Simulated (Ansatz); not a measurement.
## Ca, diamond: geometry optimisation

These are results of Ansatz 0.2.0, DFT, PBEsol, plane waves (420 eV) with PAW, scalar-relativistic, not measurements. (PAW data from PBE, frozen cores regenerated.)

k-point mesh 7×7×7, Fermi-Dirac smearing 0.1 eV, no spin polarisation. Cell and atoms relax.

Starting structure:

```yaml
crystal:
  lattice:
    - [0.00000, 3.89086, 3.89086]
    - [3.89086, 0.00000, 3.89086]
    - [3.89086, 3.89086, 0.00000]
  atoms:
    - { symbol: Ca, position: [0.12500, 0.12500, 0.12500] }
    - { symbol: Ca, position: [0.87500, 0.87500, 0.87500] }
```

**Question.** The pressure at the start is 1.3 GPa. By how much does the volume change?

**Answer.** From 58.90 to 74.34 Å³ per atom, 26.2 %. The final cell has a = 8.410 Å.

**Question.** How much energy does the relaxation gain?

**Answer.** 58.1 meV per atom.
